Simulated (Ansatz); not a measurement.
Consider the following.

LiC:
```xyz
4
Lattice="-1.7865 2.4025 2.6524 1.7865 -2.4025 2.6524 1.7865 2.4025 -2.6524" Properties=species:S:1:pos:R:3 pbc="T T T"
Li     0.0000     2.4025     1.2655
Li     1.7865     0.0000     1.3869
C      0.0000     4.1766     0.0000
C      0.0000     0.6284     0.0000
```

This is the PBEsol-relaxed structure. Tensor components refer to the Cartesian frame of this cell.

**Question.** All from plane-wave PAW PBEsol (Ansatz code), unless another level is named. Predict the electronic dielectric constant ε∞ (DFPT).

**Answer.** 3.05 (xx), 3.90 (yy), 3.31 (zz).

**Question.** And the Born charges (a third of the trace)?

**Answer.** Li +0.93, C -0.93 e.

Space group Immm. The workflow started from a Materials Project entry (that database holds measured and hypothetical structures alike); the Crystallography Open Database files this formula in space group No. 71, but the cells were not matched. Whether it is the stable phase at ambient conditions was not checked. The cell was relaxed with PBEsol under the symmetry of its start; whether a distortion lowers the energy is not shown.

Potentials: the later of the program's two PAW sets.
